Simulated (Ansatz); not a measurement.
In₂SbSe₃: rattling a relaxed structure

The cell was found from a structure generator's guess, not taken from experiment.

Computed with DFT PBE, scalar-relativistic, plane waves, PAW (Ansatz 0.2.0). Settings: cutoff 420 eV, Γ-centred mesh 10×8×2 on the computed 12-atom cell, Gaussian smearing of 0.10 eV; no spin polarisation.

The cell below (12 atoms, space group Pmc2_1 (No. 26)) is relaxed within its symmetry.

```xyz
12
Lattice="4.0959 0.0000 0.0000 0.0000 4.5023 0.0000 0.0000 0.0000 18.3264" Properties=species:S:1:pos:R:3 pbc="T T T"
In    2.0479    1.4700    5.9656
In    2.0479    3.0323   15.1289
In    0.0000    3.8257    3.1420
In    0.0000    0.6766   12.3052
Sb    0.0000    2.2035    0.7528
Sb    0.0000    2.2988    9.9161
Se    2.0479    3.6197   17.9595
Se    2.0479    0.8826    8.7963
Se    2.0479    1.1111    3.0201
Se    2.0479    3.3912   12.1833
Se    0.0000    3.5097    5.8152
Se    0.0000    0.9926   14.9784
```

For the test it was strained at random (σ = 1.5 % a component), the atoms were moved at random (σ = 0.05 Å), and all was relaxed again on a coarse 6×6×2 mesh (in the run’s order of axes) with 0.20 eV smearing, with no symmetry imposed.

Spin–orbit coupling, which can matter for Sb, is left out.

Q: What happens?

A: It returns, within 1 meV/atom of the unmoved cell on that mesh and with the same symmetry when read at 0.1 Å (P1 at 0.01 Å, so small strains and shifts remain). So it is stable against the distortions that fit this cell and that this random move excites. Modes that don't fit the cell aren't tested.
